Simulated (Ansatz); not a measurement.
CuI in space group P6_422 (No. 181; Cu on 3c, I on 3d), the program Ansatz at the r²SCAN level (PAW). The conduction-band minimum lies at Γ, with 1 equivalent valley. Second derivatives d²E/dk² of the lowest band at one valley (eV·Å²), along Cartesian directions:

```json
[
 {"direction": "[100]", "d²E/dk²": "45.77"},
 {"direction": "[010]", "d²E/dk²": "45.77"},
 {"direction": "[001]", "d²E/dk²": "47.02"},
 {"direction": "[110]", "d²E/dk²": "45.77"},
 {"direction": "[101]", "d²E/dk²": "46.41"},
 {"direction": "[011]", "d²E/dk²": "46.41"}
]
```

Task: Find the principal effective masses, the density-of-states mass and the conductivity mass.

Result: Off-diagonal terms follow from H_xy = H[110] − (H_xx + H_yy)/2, and m*/mₑ = 7.620 eV·Å² over each eigenvalue: 0.16, 0.17, 0.17. One valley's DOS mass (m₁m₂m₃)^(1/3) = 0.16, conductivity mass 3/(Σ 1/mᵢ) = 0.16 mₑ.

Task: What effective density of states Nc follows at 300 K for parabolic valleys?

Result: Nc = 2.509e19 × 1 × (0.16)^(3/2) ≈ 1.6e18 cm⁻³.

The start of the workflow was typed in or built on a structure type; neither database checked (COD, Materials Project) lists it. It is not the phase usual at ambient conditions (space group No. 216). Symmetry was held in the r²SCAN relaxation; whether a distortion lowers the energy is not shown. The workflow began spin-polarised and lost its moments. Scalar-relativistic: spin–orbit coupling is off unless named, which matters more the heavier the elements.

Potentials: the later of the program's two PAW sets.

Edges and masses are those of Kohn–Sham bands, whose gap is no quasiparticle gap.
